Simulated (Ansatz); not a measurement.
Ge in space group P6_3/mmc (No. 194; Ge on 4f) under volume change, the program Ansatz at the LDA level (PAW), shape and atoms relaxed at each volume.

```tsv
V (Å³/atom)	E − E(relaxed) (meV/atom)	P (GPa)
20.167	48.5	8.53
20.832	20.3	5.19
21.497	4.8	2.37
22.161	0.0	0.00
22.826	4.2	-1.97
23.491	16.0	-3.65
24.156	34.1	-5.06
```

Question: What does a third-order Birch–Murnaghan fit give for V₀, B₀ and B′?

Answer: V₀ = 22.16 Å³/atom, B₀ = 72.1 GPa, B′ = 4.8.

The workflow started from a Materials Project entry (that database holds measured and hypothetical structures alike); the Crystallography Open Database copy checked does not list it. It is not the phase usual at ambient conditions (space group No. 227). The LDA relaxation kept the symmetry of its start; of distortions, only those at the zone centre were tested.

Potentials: the earlier of the program's two PAW sets.
